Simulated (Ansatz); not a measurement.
ZrTa:
Space group Cmcm (No. 63); a = 2.9554 Å, b = 11.4565 Å, c = 4.9043 Å, α = 90.00°, β = 90.00°, γ = 90.00°

```csv
atom,site,symmetry,x,y,z
Zr,4c,m2m,0.0000,0.3214,0.2500
Ta,4c,m2m,0.0000,0.0646,0.2500
```
(The calculation used a cell of 4 atoms; values per cell refer to that cell.)

Relaxed at zero pressure with DFT-PBE in the program Ansatz with PAW potentials.

### Question
The volume is lowered by 6 % and shape and atoms relax at that volume. What pressure results, and how do the axes share the change?

### Answer
9.1 GPa; a -2.4 %, b -2.2 %, c -1.5 %; the energy rises by 34 meV/atom.

### Question
Give the new structure.

### Answer

Space group Cmcm (No. 63); a = 2.8851 Å, b = 11.1992 Å, c = 4.8309 Å, α = β = γ = 90.00°

```tsv
atom	site	symmetry	x	y	z
Zr	4c	m2m	0.0000	0.3207	0.2500
Ta	4c	m2m	0.0000	0.0647	0.2500
```

The phase is kept; no other phase was compared at this pressure.

The start of the workflow was typed in or built on a structure type; neither database checked (COD, Materials Project) lists it. Whether it is the stable phase at ambient conditions was not checked. The cell was relaxed with PBE under the symmetry of its start; whether a distortion lowers the energy is not shown. The run is not spin-polarised. Its formation energy is positive at this level, so the cell may be metastable or incomplete. Axis ratios of metals converge slowly with the k-mesh, so a and c are less sure than the volume. Spin–orbit coupling is left out wherever it is not named.

Potentials: the earlier of the program's two PAW sets.
